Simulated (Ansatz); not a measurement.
Relaxed-ion elastic tensor of Ti₂GaC in space group P6_3/mmc (No. 194; Ti on 4f, Ga on 2d, C on 2a) in GPa (Voigt order), r²SCAN in the plane-wave PAW code Ansatz; density 5.42 g/cm³, 13.60 Å³ per atom.

```csv
,1,2,3,4,5,6
1,326,72.1,68.5,0.0,0.0,0.0
2,72.1,326,68.5,0.0,0.0,0.0
3,68.5,68.5,289,0.0,0.0,0.0
4,0.0,0.0,0.0,114,0.0,0.0
5,0.0,0.0,0.0,0.0,114,0.0
6,0.0,0.0,0.0,0.0,0.0,127
```

Q: Is the crystal mechanically stable?

A: Yes: the smallest eigenvalue of C is 114 GPa.

Q: Work out the Voigt, Reuss and Hill averages.

A: K_V = 151, K_R = 150, K_H = 151; G_V = 120, G_R = 119, G_H = 119 GPa.

Q: Give Young's modulus, Poisson's ratio, Pugh's ratio and the universal anisotropy index.

A: E = 9KG/(3K + G) = 284 GPa; ν = 0.19; K/G = 1.26 (brittle by the Pugh limit of 1.75); A_U = 5G_V/G_R + K_V/K_R − 6 = 0.02.

Q: Estimate the sound speeds and the Debye temperature.

A: v_l = √((K + 4G/3)/ρ) = 7570 m/s, v_t = √(G/ρ) = 4700 m/s, mean 5180 m/s; Θ = (h/k)(3n/4πV)^(1/3) v_m = 646 K.

Q: How much does each axis shrink under pressure?

A: Linear compressibilities β_i = Σ_j S_ij (j = 1 to 3): x 2.1, y 2.1, z 2.5 per TPa.

The first step of the workflow began from a Materials Project structure, measured or hypothetical; the Crystallography Open Database copy checked does not list it. Its standing as an ambient phase is unchecked. Symmetry was held in the r²SCAN relaxation; its stability against distortions is not shown here. No spin polarisation was allowed. As this level gives no gap, shear constants depend on the k-mesh and smearing (Fermi–Dirac, 0.1 eV here).

Potentials: the later of the program's two PAW sets.
